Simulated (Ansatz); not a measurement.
## 7Li fingerprints of the forms of Ba₆LiNb₂IrCl₂O₁₂

All values are calculated (Ansatz; DFT, PBE, plane waves and PAW, scalar-relativistic, 420 eV cutoff), not measured. Q(7Li) = -40.10 mb, I = 3/2. The cells come from the Materials Project (computed, not necessarily observed phases), with the atoms as given. Calculated pressures reach 2 GPa in size and forces 0.5 eV/Å in them. Spin–orbit coupling is left out, which moves gradients at and beside heavy atoms (Ba, Ir) by some per cent and at some sites by far more.

(1) A calculated 7Li parameter set reads: |C_Q| = 0.134 MHz, η = 0.70. Which structure does it belong to?
A. Cm, 24 atoms in the cell run; Li site: 2 O at 1.80 Å, 1 Cl at 2.50 Å
B. P3m1, 24 atoms in the cell run; Li site: 3 O at 1.85 Å
C. P1, 24 atoms in the cell run; Li site: 5 O at 1.93–2.27 Å

## Answers

(1) C. Ba6LiNb2IrCl2O12 in P1 gives |C_Q| = 0.134 MHz, η = 0.70; there Li has 5 O at 1.93–2.27 Å. Ba6LiNb2IrCl2O12 in P3m1 gives |C_Q| = 0.769 MHz, η = 0.00; there Li has 3 O at 1.85 Å. Ba6LiNb2IrCl2O12 in Cm gives |C_Q| = 0.602 MHz, η = 0.77; there Li has 2 O at 1.80 Å, 1 Cl at 2.50 Å.
